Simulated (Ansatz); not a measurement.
La, DFT, LDA, all-electron PAW with datasets made for the crystal, scalar-relativistic (Ansatz 0.2.0), run on 1 thread of Intel(R) Xeon(R) 6975P-C (Granite Rapids) on a shared host.

The geometry is COD entry 9008503, unchecked; take it as a test cell. It differs from other determinations. The listed cell was then made from it by scaling, straining or moving an atom.

Command: `ansatz run input.yaml --threads 1 --pin off --max-ram 3072MiB --backend cpu --events-out ev --progress --plain --runs-dir out`

```yaml
crystal:
  lattice:
    - [3.7374601441, 0.0, 0.0]
    - [-1.868730072, 3.2367354304, 0.0]
    - [0.0, 0.0, 6.049698845]
  atoms:
    - { symbol: La, position: [0.3333333333, 0.6666666667, 0.25] }
    - { symbol: La, position: [0.6666666667, 0.3333333333, 0.75] }
kpoints:
  mp_grid: { grid: [11, 11, 6] }
scf:
  occupations: { method: fermi_dirac, width: 0.05 }
hamiltonian:
  xc: lda
  pseudopotentials: { kind: all_electron, datasets: crystal }
output:
  forces: true
  stress: true
  eigenvalues: true
  efg: { contact_densities: true }
```

Question: How large is the problem that the program sets up?

Answer: 64 irreducible k-points, 699 plane waves at Γ, 35 bands.

Question: About how long does it take, and how much memory does it use?

Answer: 9.7 s of wall time for 7 SCF iterations, with a peak of 0.6 GiB. Times on shared machines scatter by tens of per cent.

Question: And the same cell and mesh by PAW with the default files, asked for forces, stress, eigenvalues, efg, on the same hardware?

Answer: 4.4 s, peak memory 0.44 GiB.
